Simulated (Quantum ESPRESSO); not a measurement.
CaMgZn2O4, input and log of a self-consistent run

A calculation, not a measurement. The program is pw.x of Quantum ESPRESSO 7.5 (plane-wave density functional theory). The cell is made up: 8 atoms on a rocksalt lattice, with randomly drawn elements, strain and displacements, not relaxed. PseudoDojo standard norm-conserving files (v0.5 for PBE, v0.4.1 for LDA and PBEsol) set the functional; there is no spin polarisation, spin-orbit coupling or dispersion term, and the masses in the input are unused placeholders.

Input:

```
&control calculation='scf', pseudo_dir='./dojo.nc.sr.pbe.v0_5.standard.upf', outdir='./o', disk_io='medium', tprnfor=.true., tstress=.true. /
&system ibrav=0, nat=8, ntyp=4, nbnd=48, ecutwfc=84.00895049, nosym=.true., tot_charge=0,
 occupations='smearing', smearing='fd', degauss=0.0018374661
/
&electrons conv_thr=7.350e-09, electron_maxstep=60, /
ATOMIC_SPECIES
Ca 1.0 Ca.upf
Mg 1.0 Mg.upf
O 1.0 O.upf
Zn 1.0 Zn.upf
CELL_PARAMETERS angstrom
4.355 0.0346 0.0592
0.0346 4.404 0.0009
0.0592 0.0009 4.3951
ATOMIC_POSITIONS angstrom
Ca 0.0256 0.0201 0.0529
Mg -0.0294 2.1989 2.2223
Zn 2.1703 0.0521 2.313
Zn 2.1696 2.2457 0.0131
O 2.1805 0.0781 0.048
O 2.1534 2.3054 2.1929
O 4.3258 0.0701 2.2269
O 4.3307 2.2568 0.0121
K_POINTS automatic
4 4 4 1 1 1
```

The log is shortened where brackets say so; the opening notice, blank lines, dates and the lines on written files are dropped, and the path of the files is cut. It prints rydbergs, bohrs and kilobars, and counts compression as positive stress.

```
     Program PWSCF v.7.5
     Parallel version (MPI & OpenMP), running on       1 processor cores
     Number of MPI processes:                 1
     Threads/MPI process:                     1
     [start-up lines left out]
     bravais-lattice index     =            0
     lattice parameter (alat)  =       8.2308  a.u.
     unit-cell volume          =     568.7144 (a.u.)^3
     number of atoms/cell      =            8
     number of atomic types    =            4
     number of electrons       =        84.00
     number of Kohn-Sham states=           48
     kinetic-energy cutoff     =      84.0090  Ry
     charge density cutoff     =     336.0358  Ry
     scf convergence threshold =      7.3E-09
     mixing beta               =       0.7000
     number of iterations used =            8  plain     mixing
     Exchange-correlation= PBE
                           (   1   4   3   4   0   0   0)
     [axes and pseudopotential details left out]
   Cartesian axes
     site n.     atom                  positions (alat units)
         1        Ca     tau(   1) = (   0.0058776   0.0046148   0.0121455  )
         2        Mg     tau(   2) = (  -0.0067500   0.5048513   0.5102238  )
         3        Zn     tau(   3) = (   0.4982850   0.0119618   0.5310478  )
         4        Zn     tau(   4) = (   0.4981243   0.5155963   0.0030077  )
         5        O      tau(   5) = (   0.5006268   0.0179312   0.0110204  )
         6        O      tau(   6) = (   0.4944049   0.5293029   0.5034738  )
         7        O      tau(   7) = (   0.9931720   0.0160944   0.5112799  )
         8        O      tau(   8) = (   0.9942970   0.5181447   0.0027781  )
     number of k points=    32  Fermi-Dirac smearing, width (Ry)=  0.0018
                       cart. coord. in units 2pi/alat
        k(    1) = (   0.1223800   0.1226381   0.1222014), wk =   0.0625000
        k(    2) = (   0.1190118   0.1226139   0.3699965), wk =   0.0625000
     [further k points left out]
     Dense  grid:    59171 G-vectors     FFT dimensions: (  50,  50,  50)
     Estimated max dynamical RAM per process >      84.94 MB
     Initial potential from superposition of free atoms
     starting charge      83.9940, renormalised to      84.0000
     Starting wfcs are   46 randomized atomic wfcs +    2 random wfcs
     total cpu time spent up to now is        4.5 secs
     per-process dynamical memory:    48.4 Mb
     Self-consistent Calculation
     iteration #  1     ecut=    84.01 Ry     beta= 0.70
     Davidson diagonalization with overlap
     ethr =  1.00E-02,  avg # of iterations =  6.2
     total cpu time spent up to now is       17.6 secs
     total energy              =   -1164.23620125 Ry
     estimated scf accuracy    <       1.94631717 Ry
     iteration #  2     ecut=    84.01 Ry     beta= 0.70
     Davidson diagonalization with overlap
     ethr =  2.32E-03,  avg # of iterations =  4.0
     total cpu time spent up to now is       29.9 secs
     total energy              =   -1164.63415828 Ry
     estimated scf accuracy    <       2.77364759 Ry
     iteration #  3     ecut=    84.01 Ry     beta= 0.70
     Davidson diagonalization with overlap
     ethr =  2.32E-03,  avg # of iterations =  3.2
     total cpu time spent up to now is       43.4 secs
     total energy              =   -1165.16128671 Ry
     estimated scf accuracy    <       0.03493714 Ry
     iteration #  4     ecut=    84.01 Ry     beta= 0.70
     Davidson diagonalization with overlap
     ethr =  4.16E-05,  avg # of iterations =  5.7
     total cpu time spent up to now is       60.6 secs
     total energy              =   -1165.17656803 Ry
     estimated scf accuracy    <       0.03668920 Ry
     iteration #  5     ecut=    84.01 Ry     beta= 0.70
     Davidson diagonalization with overlap
     ethr =  4.16E-05,  avg # of iterations =  2.1
     total cpu time spent up to now is       71.0 secs
     total energy              =   -1165.18171271 Ry
     estimated scf accuracy    <       0.00206187 Ry
     [iterations 6 to 7 left out]
     iteration #  8     ecut=    84.01 Ry     beta= 0.70
     Davidson diagonalization with overlap
     ethr =  8.74E-08,  avg # of iterations =  2.0
     total cpu time spent up to now is      106.5 secs
     total energy              =   -1165.18219424 Ry
     estimated scf accuracy    <       0.00000669 Ry
     iteration #  9     ecut=    84.01 Ry     beta= 0.70
     Davidson diagonalization with overlap
     ethr =  7.96E-09,  avg # of iterations =  2.9
     total cpu time spent up to now is      118.3 secs
     total energy              =   -1165.18219559 Ry
     estimated scf accuracy    <       0.00000024 Ry
     iteration # 10     ecut=    84.01 Ry     beta= 0.70
     Davidson diagonalization with overlap
     ethr =  2.84E-10,  avg # of iterations =  4.2
     total cpu time spent up to now is      131.4 secs
     total energy              =   -1165.18219567 Ry
     estimated scf accuracy    <       0.00000010 Ry
     iteration # 11     ecut=    84.01 Ry     beta= 0.70
     Davidson diagonalization with overlap
     ethr =  1.21E-10,  avg # of iterations =  2.1
     total cpu time spent up to now is      143.1 secs
     total energy              =   -1165.18219568 Ry
     estimated scf accuracy    <       0.00000003 Ry
     iteration # 12     ecut=    84.01 Ry     beta= 0.70
     Davidson diagonalization with overlap
     ethr =  3.37E-11,  avg # of iterations =  2.9
     total cpu time spent up to now is      155.7 secs
     End of self-consistent calculation
     [lines on levels left out]
!    total energy              =   -1165.18219568 Ry
     estimated scf accuracy    <          5.6E-10 Ry
     smearing contrib. (-TS)   =       0.00000000 Ry
     internal energy E=F+TS    =   -1165.18219568 Ry
     The total energy is F=E-TS. E is the sum of the following terms:
     one-electron contribution =    -693.49721580 Ry
     hartree contribution      =     382.50502739 Ry
     xc contribution           =    -154.67556204 Ry
     ewald contribution        =    -699.51444524 Ry
     convergence has been achieved in  12 iterations
     Forces acting on atoms (cartesian axes, Ry/au):
     atom    1 type  1   force =    -0.01714002   -0.00359925   -0.03349646
     atom    2 type  2   force =     0.00504958    0.00844470   -0.00652915
     atom    3 type  4   force =     0.00334509   -0.00124692   -0.01147705
     atom    4 type  4   force =     0.00129293    0.00007176    0.00703170
     atom    5 type  3   force =     0.00274561    0.00029598   -0.00766414
     atom    6 type  3   force =     0.00393265   -0.00953237    0.00596915
     atom    7 type  3   force =     0.00169808    0.00347040    0.04272237
     atom    8 type  3   force =    -0.00092392    0.00209571    0.00344358
     Total force =     0.061882     Total SCF correction =     0.000149
     Computing stress (Cartesian axis) and pressure
          total   stress  (Ry/bohr**3)                   (kbar)     P=       84.02
   0.00060917  -0.00009278  -0.00018851           89.61      -13.65      -27.73
  -0.00009278   0.00050204  -0.00000489          -13.65       73.85       -0.72
  -0.00018851  -0.00000489   0.00060234          -27.73       -0.72       88.61
     init_run     :      4.12s CPU      4.43s WALL (       1 calls)
     electrons    :    140.48s CPU    151.18s WALL (       1 calls)
     forces       :      1.80s CPU      1.83s WALL (       1 calls)
     stress       :      6.77s CPU      6.82s WALL (       1 calls)
     [timing details left out]
     PWSCF        :   2m33.28s CPU   2m44.46s WALL
     JOB DONE.
```

In other units: free energy -15853.111 eV for the cell, pressure 8.40 GPa, largest force component 1.098 eV/Å. A rerun of the same cell at another strain at 1437 eV and a 6 x 6 x 6 mesh moved values by no more than 0.002 eV in energy, 0.05 GPa in stress and 0.005 eV/Å in force.